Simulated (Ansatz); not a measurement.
NbC₂ (MoSi2 or CaC2 type), relaxed with PBE (Ansatz, an electronic-structure program, plane waves, PAW): a = b = 3.1989 Å, c = 5.8889 Å, α = β = γ = 90.00°.

| Property | Result |
|---|---|
| ΔH_f (eV/atom) | 0.47 |
| B₀ by P(V) fit (GPa) | 220 |

**Question.** The same phase is relaxed and computed with r²SCAN in the same code. What are the cell and these values now?

**Answer.** a = b = 3.203 Å, c = 5.874 Å, α = β = γ = 90.00°.

* **ΔH_f (eV/atom)**: 0.41
* **B₀ by P(V) fit (GPa)**: 225

Typed or built starts, not in the databases checked: NbC2, MoSi2 or CaC2 type. All cells were relaxed under the symmetry of their starts (and spin orders); stability against distortions was not tested throughout. Rows with no word on spin ran without spin polarisation. Spin–orbit coupling is left out wherever it is not named.

Potentials: the later of the program's two PAW sets.

Ansatz is a plane-wave DFT program.

Formation energies count from the lowest solids of the elements computed at the same level, not from gases.
